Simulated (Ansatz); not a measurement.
ZrIr₂ (cubic Laves, MgCu2 type)

```yaml
crystal:
  lattice:
    - [0.00000, 3.67323, 3.67323]
    - [3.67323, 0.00000, 3.67323]
    - [3.67323, 3.67323, 0.00000]
  atoms:
    - { symbol: Zr, position: [0.50000, 0.50000, 0.50000] }
    - { symbol: Zr, position: [0.75000, 0.75000, 0.75000] }
    - { symbol: Ir, position: [0.62500, 0.12500, 0.12500] }
    - { symbol: Ir, position: [0.12500, 0.12500, 0.62500] }
    - { symbol: Ir, position: [0.12500, 0.62500, 0.12500] }
    - { symbol: Ir, position: [0.12500, 0.12500, 0.12500] }
```

The slice is a {111} plane (indices of the conventional cell) through the point (0.750, 0.750, 0.750) (fractional), spanned by u = [100] and v = [-1 2 0] in vectors of this cell: u (5.19 Å) and v (9.00 Å, at 90° to u). It covers one period; positions are fractions (u, v).

Level of theory: PBEsol (plane waves to 420 eV, PAW, scalar-relativistic; Ansatz, a quantum-chemistry and plane-wave program). k mesh 11×11×11. Near the nuclei the fields are pseudised (PAW); where an atom keeps semicore shells as valence, they peak there. Spin-orbit coupling is left out, though Ir is heavy. ZrIr2 is run without spin polarisation. ZrIr2 was relaxed with its symmetry unable to fall.

Problem. Predict the map of the electron localisation function (ELF) on the slice.

Solution. 
```
v \ u  0.00  0.17  0.33  0.50  0.67  0.83
-----  ----  ----  ----  ----  ----  ----
0.90   0.52  0.12  0.20  0.14  0.20  0.12
0.75   0.38  0.31  0.30  0.13  0.30  0.31
0.60   0.45  0.31  0.14  0.56  0.14  0.31
0.45   0.27  0.30  0.39     x  0.39  0.30
0.30   0.18  0.20  0.38  0.34  0.38  0.20
0.15   0.12  0.31  0.31  0.68  0.31  0.31
0.00      x  0.61  0.36  0.36  0.36  0.61
```

Values: electron localisation function (ELF). Points within 0.5 Å of a nucleus are blanked (x), as the pseudised field means little there.
